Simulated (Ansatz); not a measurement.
MnO₂ under several functionals and dispersion corrections (calculated)

Starting cell:

```xyz
6
Lattice="4.3743 0.0000 0.0000 0.0000 4.3743 0.0000 0.0000 0.0000 2.8996" Properties=species:S:1:pos:R:3 pbc="T T T"
Mn    0.0000    0.0000    0.0000
Mn    2.1871    2.1871    1.4498
O     1.3355    1.3355    0.0000
O     0.8516    3.5226    1.4498
O     3.0388    3.0388    0.0000
O     3.5226    0.8516    1.4498
```

Ansatz, plane waves and PAW, scalar-relativistic (no spin–orbit coupling), 6×6×8 k-mesh. Spin-polarised, started with parallel moments of up to 2.9 μB. In the setting of the table the starting cell (space group P4_2/mnm) has 4.374 × 4.374 × 2.900 Å. Each functional was followed to zero pressure with shape and atoms relaxed, then fitted over four more volumes within ±4 % of it.

Problem. What cell, stiffness and gap does each give?

Solution. 
```csv
functional,V0 (Å³/atom),cell,B0 (GPa),B′ from the pressures,gap on the mesh,largest moment in an atom's sphere (μB),cutoff (eV)
PBE + D3(BJ) +U (Mn: 3.9 eV),9.59,4.433 × 4.433 × 2.931 Å,187,6.6,zero (metallic on this mesh),"2.73, parallel",420
revPBE + D3(BJ) +U (Mn: 3.9 eV),9.69,4.446 × 4.446 × 2.944 Å,172,6.9,zero (metallic on this mesh),"2.79, parallel",420
```

The volumes span 1.1 %, from PBE + D3(BJ) +U (Mn: 3.9 eV) to revPBE + D3(BJ) +U (Mn: 3.9 eV); the larger cell is the softer one (172 against 187 GPa). The zeros are band overlaps of 0.27 to 0.30 eV, small enough to be the functionals' gap error. Of 3 runs of this kind 1 is left out: 1 is in doubt (a loose fit, a gap or moment that comes and goes along the fit, no cell at zero pressure, a state that may not be the lowest or a known fault).

Caveats: filled bands differ between k-points; not tested for a lower state; only parallel moments were run, and the real order may differ, which changes gaps; state of the open shells carried from another run.

Points behind the fit for revPBE + D3(BJ) +U (Mn: 3.9 eV):

```
V (Å³/atom)  E − Emin (meV/atom)  P (GPa)
      9.313                 8.81     7.86
      9.507                 1.96     3.54
      9.701                 0.00    -0.12
      9.895                 2.11    -3.32
     10.089                 7.86    -5.97
```
